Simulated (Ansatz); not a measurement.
# Ca$_{7}$NiS$_{8}$: which solution is lowest?

Ca$_{7}$NiS$_{8}$ is taken as a small unrelaxed cell with one substitutional d or f atom, 16 atoms in the cell. One Ca of COD entry 1011236 is replaced by Ni, with no charge compensation. All atoms are displaced slightly at random.

```xyz
16
Lattice="5.6860 0.0000 0.0000 0.0000 11.3720 0.0000 0.0000 0.0000 5.6860" Properties=species:S:1:pos:R:3 pbc="T T T"
Ca    0.0301   11.3577    0.0188
Ca    0.0112    5.6997    5.6367
S     2.8500    0.0521    5.6772
S     2.8265    5.7701    5.6474
Ca    5.6478    2.8802    2.8482
Ca    0.0030    8.5319    2.8318
S     2.8450    2.8501    2.8577
S     2.7830    8.5234    2.8783
Ca    2.8743    0.0087    2.9002
Ca    2.8853    5.6364    2.8373
S     5.6832   11.3573    2.8740
S     5.6022    5.7157    2.8526
Ca    2.9355    2.8550    5.6735
Ni    2.8871    8.4748    0.0180
S     0.0748    2.9171    5.6611
S     5.6528    8.5365    0.0398
```

Atoms are numbered from 1 in the order listed.

Level of theory: Ansatz, DFT, PBEsol+U, PAW, plane waves, scalar-relativistic.

| Setting | Value |
| --- | --- |
| Hubbard term (Dudarev form) | U − J = 6.2 eV on Ni d, on Löwdin-orthonormalised all-electron atomic orbitals |
| Plane-wave cutoff | 420 eV |
| k-point mesh | 2×1×2 (Γ-centred) |
| Occupations | Gaussian smearing, 0.01 eV |

Moments by site are taken inside atomic spheres; the rest lies between them.

A static U favours moments and orbital order; the result depends on U and need not be the measured state. With one magnetic atom in the cell its copies can only be parallel; orders in a larger cell may lie lower.

The mesh is coarse, so energy differences (and at times their sign) aren't converged.

States within about 5 meV/atom are too close for this mesh, smearing and search to settle their order. Orders that need a larger cell or non-collinear spins weren't tried.

**Question.** Order these self-consistent states from lowest to highest free energy.
A. non-magnetic (no spin polarisation), no gap on the k-mesh; pressure -3.5 GPa
B. spin-polarised, site moments S3 0.03, S4 0.04, S7 0.00, S8 0.05, S11 0.00, S12 0.00, Ni14 1.75, S15 0.00, S16 0.05 μB, total 2.00 μB per cell, a gap of 0.79 eV on the k-mesh; pressure -3.0 GPa; occupation eigenvalues Ni14 up 1.00 1.00 1.00 1.00 1.00, down 0.12 0.15 1.00 1.00 1.00
C. spin-polarised, site moments S3 0.06, S4 0.07, S7 0.00, S8 0.13, S11 0.00, S12 0.00, Ni14 1.46, S15 0.00, S16 0.13 μB, total 2.00 μB per cell, no gap on the k-mesh; pressure -2.8 GPa; occupation eigenvalues Ni14 up 1.00 1.00 1.00 1.00 1.00, down 0.01 0.56 0.96 0.99 0.99
D. spin-polarised, site moments S3 0.05, S4 0.06, S7 0.02, S8 -0.01, S11 0.02, S12 0.02, Ni14 1.21, S15 0.02, S16 0.04 μB, total 1.50 μB per cell, no gap on the k-mesh; pressure -3.0 GPa; occupation eigenvalues Ni14 up 0.96 0.99 1.00 1.00 1.00, down 0.04 0.73 0.99 0.99 0.99
E. spin-polarised, site moments S3 0.01, S4 0.02, S7 0.00, S8 0.03, S11 0.00, S12 0.00, Ni14 1.79, S15 0.00, S16 0.07 μB, total 2.00 μB per cell, a gap of 0.36 eV on the k-mesh; pressure -2.7 GPa; occupation eigenvalues Ni14 up 1.00 1.00 1.00 1.00 1.00, down 0.03 0.20 1.00 1.00 1.00

**Answer.** B (0.0 meV/atom), D (4.3 meV/atom), C (14.9 meV/atom), E (18.4 meV/atom), A (79.0 meV/atom).
